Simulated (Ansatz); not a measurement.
## Stress against strain in Ga

```
CELL_PARAMETERS angstrom
2.25535 -3.82240 0.00000
2.25535 3.82240 0.00000
0.00000 0.00000 4.51670
ATOMIC_POSITIONS crystal
Ga 0.15250 0.84750 0.07850
Ga 0.65250 0.34750 0.42150
Ga 0.84750 0.15250 0.92150
Ga 0.34750 0.65250 0.57850
```

Atom numbers follow the list: Ga1, Ga2, Ga3, Ga4.

Conventional cell: a = 4.511 Å, b = 7.645 Å, c = 4.517 Å, α = 90.00°, β = 90.00°, γ = 90.00°. Ga (atom 1) has 7 Ga at 2.44 to 2.79 Å as nearest neighbours.

The cell is COD entry 9008562, as deposited and not checked against the literature; nothing was relaxed.

These are results of Ansatz 0.2.0, DFT, PBEsol, all-electron LAPW, scalar-relativistic, not measurements.

Sampling and basis: a Γ-centred 9×9×8 k mesh, Fermi–Dirac smearing of 0.05 eV, basis error target 1 meV/atom, no spin polarisation.

The strain is applied along the Cartesian axes of the cell as listed (the other components stay zero). Fractional coordinates are held (clamped ions).

σ is the change of stress from the unstrained cell, which is at -1.17 GPa; tension is positive, so slopes are stress–strain coefficients at that pressure. In a metal the k mesh adds noise.

Only quantities that a quadratic follows smoothly over the whole series are listed; rougher ones are left out.

| εzz | σzz (GPa) | σxx (GPa) |
| --- | --- | --- |
| -0.0300 | -2.94 | -1.90 |
| -0.0200 | -1.87 | -1.24 |
| -0.0100 | -0.87 | -0.64 |
| 0.0000 | 0.00 | 0.00 |
| 0.0200 | 1.56 | 1.11 |
| 0.0300 | 2.19 | 1.63 |

Fit the series and read off the stiffness at zero strain.

Least-squares fits y = p0 + p1 x + p2 x² to the rows give σzz (GPa): p1 = 85.5, p2 = -430; σxx (GPa): p1 = 58.9, p2 = -130. So C33 = 86 GPa and C13 = 59 GPa, for these axes.

One run, at εzz = 0.0100, is withheld. Predict its row.

The fits give 0.83, 0.56; the run gave 0.81, 0.59.
